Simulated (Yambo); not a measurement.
Yambo run on Ca2H3Br (space group P-3m1, No. 164). The wavefunctions are PBEsol (pw.x of Quantum ESPRESSO, ONCV potentials, no spin-orbit coupling) ones on a 3×3×2 mesh (15 occupied bands); a = 3.9029 Å, b = 3.9029 Å, c = 6.8535 Å, α = 90.00°, β = 90.00°, γ = 120.00°.

Yambo input:

```
rim_cut
gw0
dyson
el_el_corr
HF_and_locXC
cohsex
em1s
RandQpts= 1000000
RandGvec= 1 Ry
EXXRLvcs= 72 Ry
VXCRLvcs= 288 Ry
Chimod= "HARTREE"
% BndsRnXs
 3 | 165 |
%
NGsBlkXs= 8 Ry
% LongDrXs
 1.0 | 1.0 | 1.0 |
%
ExtendOut
% QPkrange
 2 | 2 | 15 | 16 |
 4 | 4 | 16 | 16 |
%
```

k points by index: 2 = A, 4 = (0, 0.333, -0.5).

Table of the .qp output:

```
#    K-point    Band    Eo [eV]    E [eV]    E-Eo [eV]    Vxc [eV]    Vnlxc [eV]    Sc|Eo [eV]    Re(Z)    Im(Z)
#
    2    15    0.000000    -2.933516    -2.933516    -11.44399    -13.84527    -0.532229    1.000000    0.000000
    2    16    1.686910    1.232640    -0.454270    -9.667964    -4.860301    -5.261932    1.000000    0.000000
    4    16    1.542177    1.229579    -0.312598    -10.87589    -5.570614    -5.617875    1.000000    0.000000
```
(The two width columns are left out.) Convergence of these settings isn't established.

Geometry of the Materials Project entry, not relaxed at this level.

The structure is a Materials Project entry; no match was found in the copy of COD used, and its stability was not checked.
